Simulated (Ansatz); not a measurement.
**Ta3Cu: changing the pressure**

The cell as given:

```xyz
4
Lattice="-2.0065 2.0065 4.2082 2.0065 -2.0065 4.2082 2.0065 2.0065 -4.2082" Properties=species:S:1:pos:R:3 pbc="T T T"
Ta    0.0000    0.0000    4.2082
Ta    2.0065    0.0000    2.1041
Ta    0.0000    2.0065    2.1041
Cu    0.0000    0.0000    0.0000
```

The cell comes from a database or a generator and needn't be the stable form of this composition.

Kept alike: task relaxation of cell and atoms; functional r2SCAN; k mesh 9 × 9 × 9; occupations fermi-dirac, width 0.05 eV; no spin polarisation. Program: Ansatz, Ansatz PAW, cutoff 500 eV. The mesh is that of the run's cell of 4 atoms. No spin-orbit coupling.

```csv
"pressure, P (GPa)",volume (Å³/atom)
0,16.693
2,16.524
5,16.283
10,?
20,15.284
30,14.747
```

The relaxations keep at least the cell's symmetry (I4/mmm). For a metal such a mesh leaves the last digits unconverged. The runs follow the start's structure, whether or not it is the stable one at these pressures. P is the pressure aimed at, which the runs meet within some hundredths to tenths of a GPa. All rows use potentials made for PBE.

Task: Fit the rows shown and predict the run at 10 GPa.

Result: Murnaghan's form V = V0 (1 + B′P/B0)^(-1/B′) through the rows shown has V0 = 16.6924, B0 = 193.5 GPa and B′ = 3.5 (largest miss 0.0015); at P = 10 it gives 15.918 Å³/atom. The run gave: volume 15.918 Å³/atom.
